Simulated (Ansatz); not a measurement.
Li:
```xyz
1
Lattice="-1.6810 1.6810 1.6810 1.6810 -1.6810 1.6810 1.6810 1.6810 -1.6810" Properties=species:S:1:pos:R:3 pbc="T T T"
Li     0.0000     0.0000     0.0000
```

Relaxed with LDA. Special points in fractions of this cell's reciprocal vectors: Γ (0.000, 0.000, 0.000); H (0.500, -0.500, 0.500); N (0.000, 0.000, 0.500); P (0.250, 0.250, 0.250).

Question: List the band energies nearest the Fermi level at these points for the program Ansatz at the LDA level (PAW).

Answer: In eV from the Fermi level; about four levels below and three above (degenerate sets whole), none deeper than 8.9 eV; … stands for higher levels left out; points with the same levels are listed once.

```csv
k,below,above
Γ,-3.61,…
H,–,5.63 5.63 5.63
N,–,0.18 3.48 10.62
P,–,3.45 3.45 3.45
```

Space group Im-3m (bcc (W type)). The cell was relaxed with LDA under the symmetry of its start.

Potentials: the later of the program's two PAW sets.
